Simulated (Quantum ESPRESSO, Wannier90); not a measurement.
## Wannierisation of BaHCl (P4/nmm)

Cell from Materials Project (mp-23861), symmetrised, no further relaxation. COD (Crystallography Open Database) has an entry of this formula and space group (matched by these alone). Method: PBEsol plane waves in Quantum ESPRESSO 7.5 (PseudoDojo norm-conserving files, 58 Ry, spinors with spin-orbit coupling), Bloch states on a 4×4×4 mesh through Γ, Wannier90 4.0.1. Density: 8×8×4 mesh, cold smearing 0.01 Ry.

On the energy scale of pw.x, whose zero is arbitrary, the valence-band maximum lies at 4.83 eV.

Input w.win:

```
num_bands = 4
num_wann = 4
exclude_bands = 1-32,37-84
spinors = true
num_iter = 1000
conv_tol = 1.0e-6
conv_window = 4
write_hr = true
write_u_matrices = true
auto_projections = true
begin unit_cell_cart
ang
    4.4215000000    0.0000000000    0.0000000000
    0.0000000000    4.4215000000    0.0000000000
    0.0000000000    0.0000000000    7.2685200000
end unit_cell_cart
begin atoms_frac
Ba   0.0000000000  0.5000000000 -0.2081800000
Ba   0.5000000000  0.0000000000  0.2081800000
H    0.5000000000  0.5000000000  0.0000000000
H    0.0000000000  0.0000000000  0.0000000000
Cl   0.5000000000  0.0000000000 -0.3463500000
Cl   0.0000000000  0.5000000000  0.3463500000
end atoms_frac
mp_grid = 4 4 4
begin kpoints
0.0000000000 0.0000000000 0.0000000000
0.0000000000 0.0000000000 0.2500000000
0.0000000000 0.0000000000 0.5000000000
... (61 more lines: the 4x4x4 mesh through Gamma)
end kpoints
```

Input of pw2wannier90.x that gives the overlap and projection files (equivalent; here they were cut from one run over all bands):

```
&inputpp
  outdir = './out'
  prefix = 'pwscf'
  seedname = 'w'
  write_amn = .true.
  write_mmn = .true.
  atom_proj = .true.
  atom_proj_exclude = 1 2 3 4 5 6 7 8 9 10 11 12 13 14 15 16 17 18 19 20 25 26 27 28 29 30 31 32 33 34 35 36 37 38 39 40
/
```

Output w.wout (banner and timings cut):

```
                                    ------
                                    SYSTEM
                                    ------

                              Lattice Vectors (Ang)
                    a_1     4.421500   0.000000   0.000000
                    a_2     0.000000   4.421500   0.000000
                    a_3     0.000000   0.000000   7.268520

                   Unit Cell Volume:     142.09711  (Ang^3)

                        Reciprocal-Space Vectors (Ang^-1)
                    b_1     1.421053   0.000000   0.000000
                    b_2     0.000000   1.421053   0.000000
                    b_3     0.000000   0.000000   0.864438

 *----------------------------------------------------------------------------*
 |   Site       Fractional Coordinate          Cartesian Coordinate (Ang)     |
 +----------------------------------------------------------------------------+
 | ba   1   0.00000   0.50000  -0.20818   |    0.00000   2.21075  -1.51316    |
 | ba   2   0.50000   0.00000   0.20818   |    2.21075   0.00000   1.51316    |
 | h    1   0.50000   0.50000   0.00000   |    2.21075   2.21075   0.00000    |
 | h    2   0.00000   0.00000   0.00000   |    0.00000   0.00000   0.00000    |
 | cl   1   0.50000   0.00000  -0.34635   |    2.21075   0.00000  -2.51745    |
 | cl   2   0.00000   0.50000   0.34635   |    0.00000   2.21075   2.51745    |
 *----------------------------------------------------------------------------*
                                ------------
                                K-POINT GRID
                                ------------

             Grid size =  4 x  4 x  4      Total points =   64

 *---------------------------------- MAIN ------------------------------------*
 |  Number of Wannier Functions               :                 4             |
 |  Number of Objective Wannier Functions     :                 4             |
 |  Number of input Bloch states              :                 4             |
 |  Output verbosity (1=low, 5=high)          :                 1             |
 |  Timing Level (1=low, 5=high)              :                 1             |
 |  Optimisation (0=memory, 3=speed)          :                 3             |
 |  Length Unit                               :               Ang             |
 |  Post-processing setup (write *.nnkp)      :                 F             |
 |  Using Gamma-only branch of algorithms     :                 F             |
 *----------------------------------------------------------------------------*
 *------------------------------- WANNIERISE ---------------------------------*
 |  Total number of iterations                :              1000             |
 |  Number of CG steps before reset           :                 5             |
 |  Trial step length for line search         :             2.000             |
 |  Convergence tolerence                     :         0.100E-05             |
 |  Convergence window                        :                 4             |
 |  Iterations between writing output         :                 1             |
 |  Iterations between backing up to disk     :               100             |
 |  Write r^2_nm to file                      :                 F             |
 |  Write xyz WF centres to file              :                 F             |
 |  Write on-site energies <0n|H|0n> to file  :                 F             |
 |  Use guiding centre to control phases      :                 F             |
 |  Use phases for initial projections        :                 F             |
 *----------------------------------------------------------------------------*
 *-------------------------------- PLOTTING ----------------------------------*
 |  Plotting Hamiltonian in WF basis          :                 T             |
 *----------------------------------------------------------------------------*

       ... (k-mesh section left out)

 Starting a new Wannier90 calculation ...

 Reading overlaps from w.mmn

 Reading projections from w.amn

 *------------------------------- WANNIERISE ---------------------------------*
 +--------------------------------------------------------------------+<-- CONV
 | Iter  Delta Spread     RMS Gradient      Spread (Ang^2)            |<-- CONV
 +--------------------------------------------------------------------+<-- CONV

 ------------------------------------------------------------------------------
 Initial State
  WF centre and spread    1  (  2.210750,  2.210750,  0.000000 )     3.70226276
  WF centre and spread    2  (  2.210750,  2.210750, -0.000000 )     3.70226289
  WF centre and spread    3  ( -0.000000, -0.000000,  0.000000 )     3.70226232
  WF centre and spread    4  ( -0.000000,  0.000000,  0.000000 )     3.70226238
  Sum of centres and spreads (  4.421500,  4.421500, -0.000000 )    14.80905035

      0     0.148E+02     0.0000000000       14.8090503481  <-- CONV
        O_D=      0.0128604 O_OD=      0.0297942 O_TOT=     14.8090503 <-- SPRD
 ------------------------------------------------------------------------------
      1    -0.124E-02     0.0816897768       14.8078082871  <-- CONV
        O_D=      0.0117366 O_OD=      0.0296759 O_TOT=     14.8078083 <-- SPRD
      2    -0.748E-04     0.0132431509       14.8077335062  <-- CONV
        O_D=      0.0117255 O_OD=      0.0296123 O_TOT=     14.8077335 <-- SPRD
      3    -0.148E-04     0.0057100473       14.8077186584  <-- CONV
        O_D=      0.0117189 O_OD=      0.0296041 O_TOT=     14.8077187 <-- SPRD
      4    -0.491E-05     0.0028766940       14.8077137444  <-- CONV
        O_D=      0.0117165 O_OD=      0.0296016 O_TOT=     14.8077137 <-- SPRD
      5    -0.339E-05     0.0029929843       14.8077103574  <-- CONV
        O_D=      0.0117142 O_OD=      0.0296004 O_TOT=     14.8077104 <-- SPRD
       ... (lines left out)
      8    -0.117E-07     0.0002463437       14.8077090963  <-- CONV
        O_D=      0.0117134 O_OD=      0.0296000 O_TOT=     14.8077091 <-- SPRD
      9    -0.136E-08     0.0000747996       14.8077090949  <-- CONV
        O_D=      0.0117134 O_OD=      0.0296000 O_TOT=     14.8077091 <-- SPRD
     10    -0.613E-09     0.0000363792       14.8077090943  <-- CONV
        O_D=      0.0117134 O_OD=      0.0296000 O_TOT=     14.8077091 <-- SPRD
             <<<     Delta < 1.000E-06  over  4 iterations     >>>
             <<< Wannierisation convergence criteria satisfied >>>
 Final State
  WF centre and spread    1  (  2.210750,  2.210750,  0.000000 )     3.70192746
  WF centre and spread    2  (  2.210750,  2.210750, -0.000000 )     3.70192759
  WF centre and spread    3  ( -0.000000, -0.000000,  0.000000 )     3.70192700
  WF centre and spread    4  ( -0.000000,  0.000000,  0.000000 )     3.70192705
  Sum of centres and spreads (  4.421500,  4.421500, -0.000000 )    14.80770909

         Spreads (Ang^2)       Omega I      =    14.766395711
        ================       Omega D      =     0.011713374
                               Omega OD     =     0.029600009
    Final Spread (Ang^2)       Omega Total  =    14.807709094
```
